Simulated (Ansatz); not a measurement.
Here is the system:

GaN:
```yaml
crystal:
  lattice:
    - [3.18260, 0.00000, 0.00000]
    - [-1.59130, 2.75621, 0.00000]
    - [0.00000, 0.00000, 5.18538]
  atoms:
    - { symbol: Ga, position: [0.66667, 0.33333, 0.00091] }
    - { symbol: Ga, position: [0.33333, 0.66667, 0.50091] }
    - { symbol: N, position: [0.66667, 0.33333, 0.62429] }
    - { symbol: N, position: [0.33333, 0.66667, 0.12429] }
```

This is the PBEsol-relaxed structure. Cartesian axes are those of the cell as given.

Task: All from PBEsol in the plane-wave PAW code Ansatz, unless another level is named. Give the electron effective mass.

Result: 0.16, 0.17, 0.17 mₑ (principal values).

Task: Predict the hole effective mass with spin–orbit coupling.

Result: 2.1 along z (mₑ).

Task: Next, the weight of the conduction-edge state by species (Voronoi cells)?

Result: N 53 %, Ga 47 %.

Space group P6_3mc (wurtzite). Symmetry was held in the PBEsol relaxation. Scalar-relativistic: spin–orbit coupling is off unless named, which matters more the heavier the elements.

Potentials: the later of the program's two PAW sets.

Edges and masses are those of Kohn–Sham bands, whose gap is no quasiparticle gap.
